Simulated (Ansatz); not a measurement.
SiC (wurtzite)

```xyz
4
Lattice="3.0759 0.0000 0.0000 -1.5380 2.6638 0.0000 0.0000 0.0000 5.0477" Properties=species:S:1:pos:R:3 pbc="T T T"
Si     1.5380     0.8879     0.0026
Si     0.0000     1.7759     2.5264
C      1.5380     0.8879     3.1532
C      0.0000     1.7759     0.6294
```

Equation-of-state scan: isotropic scaling of the cell above, V₀ being its volume. The atoms relax within the cell's symmetry.

The numbers are results of PBEsol (plane waves to 420 eV, PAW, scalar-relativistic; Ansatz, a program for electronic structure), not measurements. k mesh 12×12×7 (Γ-centred), Fermi-Dirac smearing 0.05 eV. E stands for the smeared free energy. With the shape held, the modulus is that of even scaling; a crystal free to change shape is softer. SiC was relaxed with its symmetry unable to fall. ΔE is measured from the relaxed starting cell.

| V (Å³/atom) | ΔE (meV/atom) |
|---|---|
| 9.719 | 28.6 |
| 9.874 | 15.7 |
| 10.030 | 6.8 |
| 10.185 | 1.7 |
| 10.340 | 0.0 |
| 10.495 | 1.6 |
| 10.650 | 6.1 |
| 10.805 | 13.5 |
| 10.960 | 23.5 |

Q: What is the fitted pressure derivative B₀′?

A: 3.9.

Q: What bulk modulus at fixed cell shape B₀ follows from a third-order Birch-Murnaghan fit?

A: 222 GPa. Check by three points about V = 10.340 Å³/atom, step 0.155: d²E/dV² ≈ (1.7 − 2·0.0 + 1.6) meV / 0.155² = 0.137 eV/Å⁶, and V·d²E/dV² × 160.2 = 227 GPa.

(Under strain, the slope of the energy per volume gives the stress and its curvature an elastic modulus.)
